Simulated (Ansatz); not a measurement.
ZrN:
Space group Fm-3m (No. 225); a = b = c = 4.595 Å, α = β = γ = 90.00°

```json
[
 {"atom": "N", "site": "4a", "symmetry": "m-3m", "x": "0.0000", "y": "0.0000", "z": "0.0000"},
 {"atom": "Zr", "site": "4b", "symmetry": "m-3m", "x": "0.5000", "y": "0.5000", "z": "0.5000"}
]
```
(The calculation used a cell of 2 atoms; values per cell refer to that cell.)

Relaxed with PBE.

Question: Tabulate the valence density and the electron localisation function along the shortest Zr–Zr contact (3.25 Å), plane-wave PAW PBE (Ansatz code).

Answer: 

```
distance from Zr (Å)  density (e/Å³)   ELF
--------------------  --------------  ----
0.32                            4.07  0.51
0.49                            3.88  0.77
0.65                            2.69  0.81
0.81                            1.42  0.69
0.97                            0.64  0.37
1.14                            0.31  0.14
1.30                            0.21  0.10
1.46                            0.17  0.13
1.62                            0.17  0.15
1.79                            0.17  0.13
1.95                            0.21  0.10
2.11                            0.31  0.14
2.27                            0.64  0.37
2.44                            1.42  0.69
2.60                            2.69  0.81
2.76                            3.88  0.77
2.92                            4.07  0.51
```

The density is the valence pseudo-density with augmentation charge, so density and ELF within about 1 Å of a nucleus are not all-electron values.

The cell was relaxed with PBE under the symmetry of its start; of distortions, only those at the zone centre were tested. The run is not spin-polarised.

Potentials: the later of the program's two PAW sets.
